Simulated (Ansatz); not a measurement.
Geometry optimisation in Ansatz: input, command and trajectory.

```yaml
crystal:
  lattice:
    - [2.9820174295, 0.0, 0.0]
    - [-1.4910087147, 2.5825028484, 0.0]
    - [0.0, 0.0, 12.21742986]
  atoms:
    - { symbol: Cr, position: [0.66666667, 0.33333333, 0.58877519], spin: 0.99 }
    - { symbol: Cr, position: [0.33333333, 0.66666667, 0.41122481], spin: 0.99 }
    - { symbol: Cr, position: [0.33333333, 0.66666667, 0.08877519], spin: 0.99 }
    - { symbol: Cr, position: [0.66666667, 0.33333333, 0.91122481], spin: 0.99 }
    - { symbol: Ge, position: [0.66666667, 0.33333333, 0.25] }
    - { symbol: Ge, position: [0.33333333, 0.66666667, 0.75] }
    - { symbol: C, position: [0.0, 0.0, 0.5] }
    - { symbol: C, position: [0.0, 0.0, 0.0] }
basis:
  ecutwfc: 420
kpoints:
  mp_grid: { grid: [6, 6, 2] }
hamiltonian:
  xc: pbesol
scf:
  occupations: { method: gaussian, width: 0.1 }
  lower_state_search: "off"
output:
  forces: true
  stress: true
  eigenvalues: true
  populations: true
magnetization:
  spin_polarized: true
relax:
  adjacent_minimum: "off"
  f_tol: 0.04
  max_steps: 70
  cell: { stress_tol: 0.4 }
```

```bash
ansatz run input.yaml --threads 1 --pin off --max-ram 2560MiB --backend cpu --events-out ev --progress --plain --runs-dir out
```

Level of theory: DFT PBEsol, scalar-relativistic, plane waves, PAW in Ansatz 0.2.0.

Of 6 frames 6 are shown, positions in Å and forces in eV/Å; the SCF threshold varies from step to step. Steps run on the plane waves of an earlier cell, with a Pulay correction in the pressure. The basis is chosen afresh for the last frame, the zero of the energies, and at times for earlier ones too; energy and pressure can step there, also at an unchanged geometry. Where two frames share a geometry here, they differ by under 2 meV/atom and 0.3 GPa.

```xyz
8
Lattice="2.9820 0.0000 0.0000 -1.4910 2.5825 0.0000 0.0000 0.0000 12.2174" Properties=species:S:1:pos:R:3:forces:R:3 pbc="T T T" step=1 free_energy_over_end_meV_per_atom=80.36 pressure_GPa=-16.48
Cr    1.4910    0.8608    7.1933    0.0000    0.0000   -1.2125
Cr    0.0000    1.7217    5.0241    0.0000    0.0000    1.2125
Cr    0.0000    1.7217    1.0846    0.0000    0.0000   -1.2125
Cr    1.4910    0.8608   11.1328    0.0000    0.0000    1.2125
Ge    1.4910    0.8608    3.0544    0.0000    0.0000    0.0000
Ge    0.0000    1.7217    9.1631    0.0000    0.0000    0.0000
C     0.0000    0.0000    6.1087    0.0000    0.0000    0.0000
C     0.0000    0.0000    0.0000    0.0000    0.0000    0.0000
8
Lattice="2.9256 0.0000 0.0000 -1.4628 2.5337 0.0000 0.0000 0.0000 11.9406" Properties=species:S:1:pos:R:3:forces:R:3 pbc="T T T" step=2 free_energy_over_end_meV_per_atom=13.97 pressure_GPa=-7.09
Cr    1.4628    0.8446    7.0224    0.0000    0.0000   -1.0095
Cr    0.0000    1.6891    4.9183    0.0000    0.0000    1.0095
Cr    0.0000    1.6891    1.0521    0.0000    0.0000   -1.0095
Cr    1.4628    0.8446   10.8886    0.0000    0.0000    1.0095
Ge    1.4628    0.8446    2.9852    0.0000    0.0000    0.0000
Ge    0.0000    1.6891    8.9555    0.0000    0.0000    0.0000
C     0.0000    0.0000    5.9703    0.0000    0.0000    0.0000
C     0.0000    0.0000    0.0000    0.0000    0.0000    0.0000
8
Lattice="2.8845 0.0000 0.0000 -1.4423 2.4981 0.0000 0.0000 0.0000 11.7751" Properties=species:S:1:pos:R:3:forces:R:3 pbc="T T T" step=3 free_energy_over_end_meV_per_atom=4.74 pressure_GPa=6.35
Cr    1.4423    0.8327    6.8810    0.0000    0.0000    0.4965
Cr    0.0000    1.6654    4.8941    0.0000    0.0000   -0.4965
Cr    0.0000    1.6654    0.9934    0.0000    0.0000    0.4965
Cr    1.4423    0.8327   10.7817    0.0000    0.0000   -0.4965
Ge    1.4423    0.8327    2.9438    0.0000    0.0000    0.0000
Ge    0.0000    1.6654    8.8313    0.0000    0.0000    0.0000
C     0.0000    0.0000    5.8875    0.0000    0.0000    0.0000
C     0.0000    0.0000    0.0000    0.0000    0.0000    0.0000
8
Lattice="2.9004 0.0000 0.0000 -1.4502 2.5118 0.0000 0.0000 0.0000 11.8970" Properties=species:S:1:pos:R:3:forces:R:3 pbc="T T T" step=4 free_energy_over_end_meV_per_atom=-0.74 pressure_GPa=-0.19
Cr    1.4502    0.8373    6.9641    0.0000    0.0000   -0.0736
Cr    0.0000    1.6745    4.9329    0.0000    0.0000    0.0736
Cr    0.0000    1.6745    1.0156    0.0000    0.0000   -0.0736
Cr    1.4502    0.8373   10.8813    0.0000    0.0000    0.0736
Ge    1.4502    0.8373    2.9742    0.0000    0.0000    0.0000
Ge    0.0000    1.6745    8.9227    0.0000    0.0000    0.0000
C     0.0000    0.0000    5.9485    0.0000    0.0000    0.0000
C     0.0000    0.0000    0.0000    0.0000    0.0000    0.0000
8
Lattice="2.8989 0.0000 0.0000 -1.4495 2.5106 0.0000 0.0000 0.0000 11.9076" Properties=species:S:1:pos:R:3:forces:R:3 pbc="T T T" step=5 free_energy_over_end_meV_per_atom=-0.80 pressure_GPa=0.01
Cr    1.4495    0.8369    6.9678    0.0000    0.0000   -0.0107
Cr    0.0000    1.6737    4.9398    0.0000    0.0000    0.0107
Cr    0.0000    1.6737    1.0140    0.0000    0.0000   -0.0107
Cr    1.4495    0.8369   10.8936    0.0000    0.0000    0.0107
Ge    1.4495    0.8369    2.9769    0.0000    0.0000    0.0000
Ge    0.0000    1.6737    8.9307    0.0000    0.0000    0.0000
C     0.0000    0.0000    5.9538    0.0000    0.0000    0.0000
C     0.0000    0.0000    0.0000    0.0000    0.0000    0.0000
8
Lattice="2.8989 0.0000 0.0000 -1.4495 2.5106 0.0000 0.0000 0.0000 11.9076" Properties=species:S:1:pos:R:3:forces:R:3 pbc="T T T" step=6 free_energy_over_end_meV_per_atom=0.00 pressure_GPa=-0.06
Cr    1.4495    0.8369    6.9678    0.0000    0.0000   -0.0099
Cr    0.0000    1.6737    4.9398    0.0000    0.0000    0.0099
Cr    0.0000    1.6737    1.0140    0.0000    0.0000   -0.0099
Cr    1.4495    0.8369   10.8936    0.0000    0.0000    0.0099
Ge    1.4495    0.8369    2.9769    0.0000    0.0000    0.0000
Ge    0.0000    1.6737    8.9307    0.0000    0.0000    0.0000
C     0.0000    0.0000    5.9538    0.0000    0.0000    0.0000
C     0.0000    0.0000    0.0000    0.0000    0.0000    0.0000
```

Time: 120 s on 1 thread of Arm Neoverse V1 (shared host), peak memory 0.48 GiB.

The k mesh is coarse. Only parallel moments were tried here.